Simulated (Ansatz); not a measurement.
An Ansatz (a program for electronic structure) run. Input:

Ansatz 0.2 input:
```yaml
crystal:
  lattice:
    - [3.8638667361, 0.0, 0.0]
    - [0.0, 3.8638667361, 0.0]
    - [0.0, 0.0, 3.8638667361]
  atoms:
    - { symbol: Ga, position: [0.0, 0.0, 0.0] }
    - { symbol: Pt, position: [0.0, 0.5, 0.5] }
    - { symbol: Pt, position: [0.5, 0.0, 0.5] }
    - { symbol: Pt, position: [0.5, 0.5, 0.0] }
kpoints:
  mp_grid: { grid: [22, 22, 22] }
hamiltonian:
  xc: lda
  pseudopotentials: { kind: paw }
scf:
  occupations: { method: fermi_dirac, width: 0.1 }
elastic: { mode: relaxed_ion, stencil: two_point, amplitude: 0.005, f_tol: 0.0005 }
```

Output (shortened):

```
Pseudopotentials: kind: paw
Pseudopotential: Ga, paw, valence charge 13
Pseudopotential: Pt, paw, valence charge 18
Functional definition: SPW92
Crystal: 4 atoms, lattice volume = 57.685 Å³
Basis set: ecut = 420 eV, 1141 PW (Γ)
Bands: 41, of which v1, the nominal top of the filled ones, is band 34 counted from 1 (33 counted from 0)
Symmetry: 48 space group operations
Space group: Pm-3m (ITA 221), of the structure as read, at distance tolerance 3.9e-5 Å
k-points: 364 of 10648
PAW frozen core: Ga, regenerated for the run's functional, and the local potential with it
PAW frozen core: Pt, regenerated for the run's functional, and the local potential with it
Initial wavefunctions: pseudopotential atomic-orbital guess
Eigensolver: davidson
Functional: x = slater, c = lda
all-band conjugate gradients solve this SCF's bands
SCF 1 converged in 12 iterations: F = -40443.786644 eV  dr2 = 1.02e-14
density extrapolation: transplant  |δρ|_rms = 6.296e-2 e/Å³  SAD shift = 1.141e-2 e/Å³
Crystal: 4 atoms, lattice volume = 57.397 Å³
Symmetry: 16 space group operations
k-points: 936 of 10648
Initial density: handed on by an earlier stage of this run
Initial wavefunctions: those handed on with the density
SCF 2 converged in 10 iterations: F = -40443.784694 eV  dr2 = 3.52e-14
density extrapolation: first-order (α = -2.000)  |δρ|_rms = 6.296e-2 e/Å³  SAD shift = 1.132e-2 e/Å³
Crystal: 4 atoms, lattice volume = 57.974 Å³
SCF 3 converged in 8 iterations: F = -40443.785277 eV  dr2 = 2.42e-14
density extrapolation: transplant  |δρ|_rms = 6.296e-2 e/Å³  SAD shift = 6.450e-3 e/Å³
Crystal: 4 atoms, lattice volume = 57.685 Å³
Symmetry: 8 space group operations
k-points: 1596 of 10648
SCF 4 converged in 9 iterations: F = -40443.786119 eV  dr2 = 2.04e-14
density extrapolation: first-order (α = -2.000)  |δρ|_rms = 6.296e-2 e/Å³  SAD shift = 6.450e-3 e/Å³
Crystal: 4 atoms, lattice volume = 57.685 Å³
SCF 5 converged in 8 iterations: F = -40443.786119 eV  dr2 = 8.75e-15
SCF converged after 12 iterations
Free energy (F): -40443.786644 eV
Harris-Foulkes:  -40443.786644 eV  (|F-HF|=2.91e-11)
Internal energy: -40443.710724 eV  (E = F + TS)
E sigma→0 (E₀):  -40443.748684 eV
Entropy (-TS):   -0.075920 eV (-18.980 meV/atom)
Fermi energy:    21.461566 eV
--- Per-component energies (eV) ---
  E_band       = -379.907465
  E_kinetic    = 2038.144624
  E_local      = -5938.061763  (includes V_loc(G=0)·N_el)
  E_nonlocal   = 1048.318511
  E_hartree    = 2373.246068
  E_xc         = -853.314631
  E_vxc        = -971.289193  (∫ρ·V_xc dr)
  E_paw        = -29448.661433  (= ΣΔE_a)
  E_vpaw       = -1303.512152  (= ΣTr[D̂ρ^β])
  E_aug_tail   = 0.000379  (compensation charges beyond the density's cutoff)
  E_ewald      = -9666.502566
  E_core_change = 3.120088  (= ΣΔE_core)
  E_smearing   = -0.075920  (= −TS)
  E_closure    = 0.000000  (closes the sum)
  Σ components = -40443.786644   (vs F -40443.786644, Δ=0.00e0)
--- Forces (eV/Å), atoms counted from 1 ---
  atom   1  Ga     0.00000000     0.00000000     0.00000000
  atom   2  Pt     0.00000000     0.00000000     0.00000000
  atom   3  Pt     0.00000000     0.00000000     0.00000000
  atom   4  Pt     0.00000000     0.00000000     0.00000000
  max |Σ_I F_I| component: 0.0 eV/Å
--- Stress (GPa, compression-positive) ---
        0.151496       0.000000       0.000000
        0.000000       0.151496       0.000000
        0.000000       0.000000       0.151496
  P = ⅓ Tr σ = 0.1515 GPa (1.515 kbar)
  The stress holds the Pulay correction. Without it, at fixed plane waves, as pw.x and ABINIT print it: P = 0.0984 GPa
  The stress includes an estimate of the error left by incomplete SCF convergence (largest component  0.0000 GPa; it does not cover the PAW one-centre terms).
--- Band table (eV; the first three rows and the last of 364) ---
  k-point 0: bands = ["-77.1444", "-77.1030", "-77.1030", "-31.4649", "-31.4649", "-31.4649", "-31.2122", "-31.2122", "-31.2122", "-31.0879", "-31.0879", "-31.0879", "6.5470", "6.5470", "6.5701", "6.5701", "6.5701", "10.0741", "13.7802", "15.4536", "15.4536", …
  k-point 1: bands = ["-77.1442", "-77.1032", "-77.1030", "-31.4638", "-31.4638", "-31.4631", "-31.2125", "-31.2125", "-31.2123", "-31.0900", "-31.0887", "-31.0887", "6.5477", "6.5483", "6.5703", "6.5708", "6.5708", "10.1004", "13.7986", "15.4597", "15.4659", …
  k-point 2: bands = ["-77.1436", "-77.1037", "-77.1030", "-31.4606", "-31.4606", "-31.4578", "-31.2134", "-31.2134", "-31.2126", "-31.0960", "-31.0911", "-31.0911", "6.5498", "6.5522", "6.5708", "6.5728", "6.5728", "10.1791", "13.8528", "15.4778", "15.5023", …
  k-point 363: bands = ["-77.1167", "-77.1167", "-77.1167", "-31.6071", "-31.4050", "-31.4050", "-31.4050", "-31.1273", "-31.1273", "-31.0821", "-31.0821", "-31.0821", "6.5459", "6.5459", "6.5459", "6.6369", "6.6369", "12.6123", "14.7747", "14.7747", …
  band table: 41 of 41 bands, residual norms ≤ 1.0e-3 eV
--- Elastic constants: 2 strain directions × 2 members + reference (group order 48) ---
  dense FFT box of the reference and of every strained cell: 27×27×27
  strains applied: 11, 23; error gains: componentwise 1.00 (the most a stress slope's error grows in a printed constant), spectral 1.73 (1 for all six strains …
  C = ∂σ_k/∂η_j (tension-positive GPa; Voigt order 11 22 33 23 13 12):
       369.429    213.192    213.192      0.000      0.000      0.000
       213.192    369.429    213.192      0.000      0.000      0.000
       213.192    213.192    369.429      0.000      0.000      0.000
         0.000      0.000      0.000    117.328      0.000      0.000
         0.000      0.000      0.000      0.000    117.328      0.000
         0.000      0.000      0.000      0.000      0.000    117.328
  reference stress σ⁰ (GPa):     -0.151     -0.151     -0.151      0.000      0.000      0.000
  moduli (Voigt/Reuss/Hill, GPa): K = 265.27/265.27/265.27   G = 101.64/97.71/99.68   E = 265.75   ν = 0.333
  mechanically stable: yes (min eigenvalue of sym C = 117.33 GPa)
  strain η (Voigt 11):  stress-route row diagonal C_11 = 369.43 GPa, energy-path curvature d²(F+E_count+ΔE)/dδ²/Ω₀ = 369.39 GPa
         δ    σ_11 (GPa)             F (eV)   n_scf  n_hpsi   n_pw
    -5.000e-3      -2.0296      -40443.7846945      10  712581   1149   relax 0 steps, max|allowed force component| 0.0 eV/Å
     5.000e-3       1.6647      -40443.7852767       8  585688   1161   relax 0 steps, max|allowed force component| 0.0 eV/Å
  strain η (Voigt 23):  stress-route row diagonal C_44 = 117.33 GPa, energy-path curvature d²(F+E_count+ΔE)/dδ²/Ω₀ = 117.40 GPa
         δ    σ_23 (GPa)             F (eV)   n_scf  n_hpsi   n_pw
    -5.000e-3      -0.5866      -40443.7861186       9  1142752   1153   relax 0 steps, max|allowed force component| 0.0 eV/Å
     5.000e-3       0.5866      -40443.7861186       8  990644   1153   relax 0 steps, max|allowed force component| 0.0 eV/Å
```

Cost: roughly 10 core-minutes on shared cores.

The first step of the workflow began from a Materials Project structure, measured or hypothetical; the Crystallography Open Database copy checked does not list it. COD files the formula under space group No. 127. Its standing as an ambient phase is unchecked. The LDA relaxation kept the symmetry of its start; whether a distortion lowers the energy is not shown. No spin polarisation was allowed. As this level gives no gap, shear constants depend on the k-mesh and smearing (Fermi–Dirac, 0.1 eV here). Scalar-relativistic: spin–orbit coupling is off unless named, which matters more the heavier the elements.

Potentials: the later of the program's two PAW sets.

Ansatz is a plane-wave DFT program.
